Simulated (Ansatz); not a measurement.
ZnAu (CsCl type, Pm-3m) under volume change, plane-wave PAW PBE (Ansatz code), scaled uniformly.

```tsv
V (Å³/atom)	E − E(relaxed) (meV/atom)	P (GPa)
14.723	58.6	14.27
15.208	24.3	8.57
15.694	5.6	3.87
16.179	0.0	-0.01
16.665	…	…
17.150	…	…
17.635	39.7	-7.94
```

**Question.** Some entries are withheld; supply them.

**Answer.** 
- 17.150, E − E(relaxed) (meV/atom): 18.8
- 17.150, P (GPa): -5.81
- 16.665, E − E(relaxed) (meV/atom): 5.0
- 16.665, P (GPa): -3.20

**Question.** What does a third-order Birch–Murnaghan fit give for V₀, B₀ and B′?

**Answer.** V₀ = 16.18 Å³/atom, B₀ = 117 GPa, B′ = 5.5.

Symmetry was held in the PBE relaxation. Scalar-relativistic: spin–orbit coupling is off unless named, which matters more the heavier the elements.

Potentials: the later of the program's two PAW sets.
